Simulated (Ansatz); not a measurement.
TiS2 (CdI2 type)

```
CELL_PARAMETERS angstrom
      3.36059     0.00000     0.00000
     -1.68029     2.91036     0.00000
      0.00000     0.00000     5.52244
ATOMIC_POSITIONS crystal
  Ti 0.00000 0.00000 0.00000
  S  0.33333 0.66667 0.25857
  S  0.66667 0.33333 0.74143
```

This relaxed cell (volume V₀) is scaled evenly in all directions, its shape held. The atoms relax within the cell's symmetry.

Method: PBE-D3(BJ) (plane waves to 420 eV, PAW, scalar-relativistic; Ansatz, a program for electronic structure). k mesh 16×16×9 (Γ-centred), Fermi-Dirac smearing 0.05 eV. Compression counts positive. At this level the bands of TiS2 touch or barely overlap. TiS2 is run without spin polarisation. TiS2 was relaxed with its symmetry unable to fall.

At one point of the scan the stress tensor (GPa) is:

```
    3.5      0.0      0.0
    0.0      3.5      0.0
    0.0      0.0      1.8
```

**Question.** Which point is it?
(A) V/V₀ = 0.950
(B) V/V₀ = 0.940
(C) V/V₀ = 0.980
(D) V/V₀ = 0.970

**Answer.** A, V/V₀ = 0.950

(Under strain, the slope of the energy per volume gives the stress and its curvature an elastic modulus.)
